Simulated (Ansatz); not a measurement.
Given:

YSi2:
```cif
data_Si4Y2
_chemical_formula_sum 'Y2 Si4'
_space_group_name_H-M_alt 'I4/mmm'
_space_group_IT_number 139
_space_group_name_Hall '-I 4 2'
_cell_length_a 3.35913
_cell_length_b 3.35913
_cell_length_c 9.84595
_cell_angle_alpha 90.000
_cell_angle_beta 90.000
_cell_angle_gamma 90.000
loop_
_atom_site_label
_atom_site_type_symbol
_atom_site_symmetry_multiplicity
_atom_site_Wyckoff_symbol
_atom_site_fract_x
_atom_site_fract_y
_atom_site_fract_z
_atom_site_occupancy
Y1 Y 2 a 0.00000 0.00000 0.00000 1
Si1 Si 4 e 0.00000 0.00000 0.29685 1
```
(The calculation used a cell of 3 atoms; values per cell refer to that cell.)

This is the PBEsol-relaxed structure.

Task: All from PBEsol in the plane-wave PAW code Ansatz, unless another level is named. Give the bulk modulus (Birch–Murnaghan fit).

Result: 89.5 GPa.

Task: Predict the highest zone-centre frequency.

Result: 9.11 THz.

A made-up cell: these elements were put on the sites of a structure type; neither database checked (COD, Materials Project) lists it. COD files the formula under space group No. 191, so this cell is another polymorph or a model. Its standing as an ambient phase is unchecked. The PBEsol relaxation kept the symmetry of its start; of distortions, only those at the zone centre were tested. The run is not spin-polarised. As this level gives no gap, phonon frequencies hold no LO–TO term and depend on the k-mesh and smearing (Fermi–Dirac, 0.1 eV here).

Potentials: the later of the program's two PAW sets.
